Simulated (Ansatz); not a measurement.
BaZnPF: reading a single point

```yaml
crystal:
  lattice:
    - [4.15961, 0.00000, 0.00000]
    - [0.00000, 4.15961, 0.00000]
    - [0.00000, 0.00000, 9.46488]
  atoms:
    - { symbol: Ba, position: [0.25000, 0.25000, 0.33177] }
    - { symbol: Ba, position: [0.75000, 0.75000, 0.66823] }
    - { symbol: Zn, position: [0.25000, 0.75000, 0.00000] }
    - { symbol: Zn, position: [0.75000, 0.25000, 0.00000] }
    - { symbol: P, position: [0.75000, 0.75000, 0.14910] }
    - { symbol: P, position: [0.25000, 0.25000, 0.85090] }
    - { symbol: F, position: [0.25000, 0.75000, 0.50000] }
    - { symbol: F, position: [0.75000, 0.25000, 0.50000] }
```

The numbers come from plane-wave PAW DFT (Ansatz): LDA, no spin polarisation, 420 eV, 8×8×4 Γ-centred k points, fermi-dirac occupations (width 0.1 eV). Nothing was relaxed.

Problem. Metal or insulator?

Solution. Counting bands on this mesh leaves a gap of 0.28 eV, but it is narrow, so a finer mesh and a narrower smearing would have to settle it.

Problem. Which atom feels the largest force, and which way?

Solution. The largest is on P5 (and as large on other atoms): 0.27 eV/Å, components (0.00, 0.00, -0.27). It makes 56° with the line to a nearest neighbour, Zn3 at 2.51 Å.

Problem. Is the cell too large or too small?

Solution. The pressure is -4.9 GPa (compression positive), so with the atoms held at these fractions the cell would first shrink.

Problem. How is the charge shared?

Solution. Bader charges in e: Ba +1.50, Zn +0.46, P -1.12, F -0.83. In the mean Ba gives up most and P takes most.

Origin: a database entry at a rescaled volume. Caveats: the gap is not wide against the smearing.
